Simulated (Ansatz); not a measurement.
HfO2:
```yaml
crystal:
  lattice:
    - [3.53744, 0.00000, 0.00000]
    - [0.00000, 3.53744, 0.00000]
    - [0.00000, 0.00000, 5.10350]
  atoms:
    - { symbol: Hf, position: [0.50000, 0.50000, 0.50000] }
    - { symbol: Hf, position: [0.00000, 0.00000, 0.00000] }
    - { symbol: O, position: [0.00000, 0.50000, 0.70359] }
    - { symbol: O, position: [0.00000, 0.50000, 0.20359] }
    - { symbol: O, position: [0.50000, 0.00000, 0.79641] }
    - { symbol: O, position: [0.50000, 0.00000, 0.29641] }
```

Relaxed with LDA.

Decompose the optical modes at the zone centre into irreducible representations, and say which are infrared and Raman allowed.

Point group 4/mmm: Γ_opt = A1g + A2u + 2B1g + B2u + 3Eg + 2Eu. Infrared: A2u, Eu. Raman: A1g, B1g, Eg.

Assign frequencies (DFPT, LDA (plane waves, PAW; program Ansatz); without the LO–TO term).

Eu 102, Eg 105, B1g 233, A1g 293, A2u 323, Eg 460, Eu 465, B1g 606, B2u 670, Eg 676 cm⁻¹.

Subscripts of B labels follow the axes of the standard setting.

Space group P4_2/nmc. This is a known high-temperature phase of the composition, computed here at zero pressure and temperature. The LDA relaxation kept the symmetry of its start; phonons on a q-mesh show no instability. The run is not spin-polarised. Scalar-relativistic: spin–orbit coupling is off unless named, which matters more the heavier the elements.

Potentials: the earlier of the program's two PAW sets.
